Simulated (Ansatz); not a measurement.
Relaxed candidate structures of NbC:

A. Fm-3m (No. 225), cF8, rock salt type; a = 4.450 Å, b = 4.450 Å, c = 4.450 Å, α = 90.00°, β = 90.00°, γ = 90.00°; Nb 4a (0.000, 0.000, 0.000); C 4b (0.500, 0.500, 0.500)

B. I4₁md (No. 109), tI8; a = b = 2.9204 Å, c = 10.6062 Å, α = β = γ = 90.00°; Nb 4a (0.000, 0.000, 0.254); C 4a (0.000, 0.000, 0.662)

C. P6₃/mmc (No. 194), hP8; a = b = 3.1237 Å, c = 10.6766 Å, α = β = 90.00°, γ = 120.00°; Nb 4f (0.333, 0.667, 0.115); C 2a (0.000, 0.000, 0.000); C 2d (0.667, 0.333, 0.250)

Task: Order them by energy per atom (lowest first) at the level PBEsol (plane waves to 420 eV, PAW, scalar-relativistic; Ansatz, a quantum-chemistry and plane-wave program).

Result: A (reference, the lowest among the structures calculated here), C (+0.08 eV/atom), B (+0.40 eV/atom)

Each run could gain symmetry but not lose that of its start, so entries can be saddle points. From databases, or of a type measured for this composition: Fm-3m, cF8, rock salt type; the others are generated cells (placed on structure types, drawn at random, substituted or restacked) that were not matched to a known phase here. Static energies at zero pressure. No spin polarisation in the result.
